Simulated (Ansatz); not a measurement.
Relaxed-ion elastic tensor of C in space group P6_3/mmc (No. 194; C on 4e, C on 4f) in GPa (Voigt order), plane-wave PAW PBEsol (Ansatz code); density 3.55 g/cm³, 5.62 Å³ per atom.

```csv
,1,2,3,4,5,6
1,1200,108,41.8,0.0,0.0,0.0
2,108,1200,41.8,0.0,0.0,0.0
3,41.8,41.8,1280,0.0,0.0,0.0
4,0.0,0.0,0.0,480,0.0,0.0
5,0.0,0.0,0.0,0.0,480,0.0
6,0.0,0.0,0.0,0.0,0.0,544
```

Problem. Is the crystal mechanically stable?

Solution. Yes: the smallest eigenvalue of C is 480 GPa.

Problem. Work out the Voigt, Reuss and Hill averages.

Solution. K_V = 450, K_R = 450, K_H = 450; G_V = 533, G_R = 528, G_H = 531 GPa.

Problem. Give Young's modulus, Poisson's ratio, Pugh's ratio and the universal anisotropy index.

Solution. E = 9KG/(3K + G) = 1140 GPa; ν = 0.08; K/G = 0.85 (brittle by the Pugh limit of 1.75); A_U = 5G_V/G_R + K_V/K_R − 6 = 0.04.

Problem. Estimate the sound speeds and the Debye temperature.

Solution. v_l = √((K + 4G/3)/ρ) = 18100 m/s, v_t = √(G/ρ) = 12200 m/s, mean 13300 m/s; Θ = (h/k)(3n/4πV)^(1/3) v_m = 2230 K.

Problem. How much does each axis shrink under pressure?

Solution. Linear compressibilities β_i = Σ_j S_ij (j = 1 to 3): x 0.74, y 0.74, z 0.73 per TPa.

The first step of the workflow began from a Materials Project structure, measured or hypothetical. Its sites differ from those of the usual phase in this space group: another stacking or structure type. The PBEsol relaxation kept the symmetry of its start; whether a distortion lowers the energy is not shown.

Potentials: the later of the program's two PAW sets.
